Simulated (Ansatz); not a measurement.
Values for one crystal, relaxed and computed with the program Ansatz at the HSE06 level (PAW); other levels are named.

```yaml
volume_per_atom: 14.63 Å³
band_gap: 1.97 eV (indirect)
conduction_band_minimum: at Γ
smallest_direct_gap_on_the_standard_path: 2.40 eV
valence_band_maximum: on the M–X1 line, 25 % of the way from M (k = 0.500, 0.375, 0.000 in fractions of the reciprocal vectors)
```

**Question.** Which compound is it?
A. VCu3S4, P-43m (V on 1a, Cu on 3d, S on 4e)
B. ZnS, 4H polytype
C. RbCrF6, R-3 (Rb on 3a, Cr on 3b, F on 18f)
D. RuS2, Pa-3 (Ru on 4a, S on 8c)

**Answer.** D, RuS2, Pa-3 (Ru on 4a, S on 8c)

The HSE06 relaxation kept the symmetry of its start. No spin polarisation was allowed. The hybrid was solved on a coarse mesh, the path and, where they were found, the r²SCAN edge points; its band edges are the extreme levels among these. Spin–orbit coupling is left out wherever it is not named.

Potentials: the later of the program's two PAW sets.
